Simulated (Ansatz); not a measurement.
Consider the following.

IrW (CsCl type, space group No. 221), a = b = c = 3.153 Å, α = β = γ = 90.00°.

This is the PBE-relaxed structure.

Problem. All from plane-wave PAW PBE (Ansatz code), unless another level is named. Estimate the density of states at the Fermi level.

Solution. 1.8 states/eV per atom (mean over ±0.08 eV).

Problem. Predict the formation energy from the elements (no fitted shifts).

Solution. 0.39 eV/atom.

Space group Pm-3m (CsCl type). The start of the workflow was typed in or built on a structure type; neither database checked (COD, Materials Project) lists it. COD files the formula under space group No. 51. Its standing as an ambient phase is unchecked. The PBE relaxation kept the symmetry of its start; its stability against distortions is not shown here. No spin polarisation was allowed. Its formation energy is positive at this level, so the cell may be metastable or incomplete. The references are the lowest solids computed at this level, not always the standard phases. Spin–orbit coupling is left out wherever it is not named.

Potentials: the later of the program's two PAW sets.
